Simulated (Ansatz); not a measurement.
# What a change of settings does: Co (hcp type)

First run: DFT, PBE, PAW with Ansatz's default frozen-core files, scalar-relativistic (Ansatz 0.2.0).

Command: `ansatz run input.yaml --threads 1 --pin off --max-ram 3072MiB --backend cpu --events-out ev --progress --plain --runs-dir out` It took 6.6 s on 1 thread of Arm Neoverse V1, on a shared host, peak memory 0.3 GiB.

```yaml
crystal:
  lattice:
    - [1.8794720496, 0.0, 0.0]
    - [-0.9397360248, 1.6276705406, 0.0]
    - [0.0, 0.0, 3.0552786157]
  atoms:
    - { symbol: Co, position: [0.3333333333, 0.6666666667, 0.25], spin: 1.7 }
    - { symbol: Co, position: [0.6666666667, 0.3333333333, 0.75], spin: 1.7 }
magnetization:
  spin_polarized: true
kpoints:
  mp_grid: { grid: [17, 17, 10] }
scf:
  occupations: { method: fermi_dirac, width: 0.05 }
hamiltonian:
  xc: pbe
  pseudopotentials: { kind: paw }
output:
  forces: true
  stress: true
  eigenvalues: true
basis:
  ecutwfc: 250
```

The base cell comes from a relaxation on PAW files under the same functional.

This run: volume at 0.43 of the series' base cell, ecut 250.

It converges in 10 SCF iterations at a pressure of 1222 GPa, cell moment 0.00 μB, cutoff 250 eV.

The input is then changed:

```diff
 scf:
-  occupations: { method: fermi_dirac, width: 0.05 }
+  occupations: { method: tetrahedron }
+  initial_density: { chi_scale: 0.3 }
 hamiltonian:
 basis:
-  ecutwfc: 250
+  ecutwfc: "44.1 Ry"
```

Task: What does the second run give?

Result: It converges in 23 SCF iterations, cell moment 0.00 μB, cutoff 600 eV, free energy -3.46 eV/atom against the first run's. More than one line changes, and not each need have an effect.
